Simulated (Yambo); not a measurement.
G0W0@LDA for Mg2ZnP2 (space group P3m1, No. 156) in Yambo. Reference settings: 3×3×2 Γ-centred k mesh, bands 13 to 176 and a 8 Ry block in the screening, 176 bands in G with the Bruneval-Gonze terminator, plasmon pole fitted at 27.2 eV. The LDA gap Γ → K on this mesh is 1.13 eV; G0W0 gaps are taken between the same points.

Gap (Γ → K) in eV against the number of bands and the screening block, terminator on:

```tsv
bands (W and G)	2 Ry	3 Ry	5 Ry	6 Ry	8 Ry
46	1.739	1.793	1.876	1.892	1.911
70	1.656	1.736	1.866	1.894	1.930
100	1.619	1.702	1.855	1.891	1.938
137	1.607	1.693	1.858	1.900	1.957
176	1.605	1.690	1.858	1.905	1.970
```

Rough cost of the Yambo step against the reference (shared machines):

| bands (W and G) | 2 Ry | 3 Ry | 5 Ry | 6 Ry | 8 Ry |
|---|---|---|---|---|---|
| 46 | 1/7 | 1/7 | 1/6 | 1/6 | 1/4 |
| 70 | 1/5 | 1/5 | 1/4 | 1/4 | 1/3 |
| 100 | 1/3 | 1/3 | 1/3 | 1/2 | ~1 |
| 137 | 1/2 | 1/2 | 1/2 | ~1 | ~1 |
| 176 | ~1 | ~1 | ~1 | ~1 | 1 |

At the largest block the last step in bands moves the gap by 0.013 eV; at the most bands the last step in the block moves it by 0.065 eV.

The mesh misses a band edge: along a dense path the LDA gap is 0.91 eV against 1.13 eV on the mesh.

Geometry of the Materials Project entry, not relaxed at this level; primitive cell a = b = 4.014 Å, c = 6.544 Å, α = β = 90.00°, γ = 120.00°.

The structure is a Materials Project entry; no match was found in the copy of COD used, and its stability was not checked.
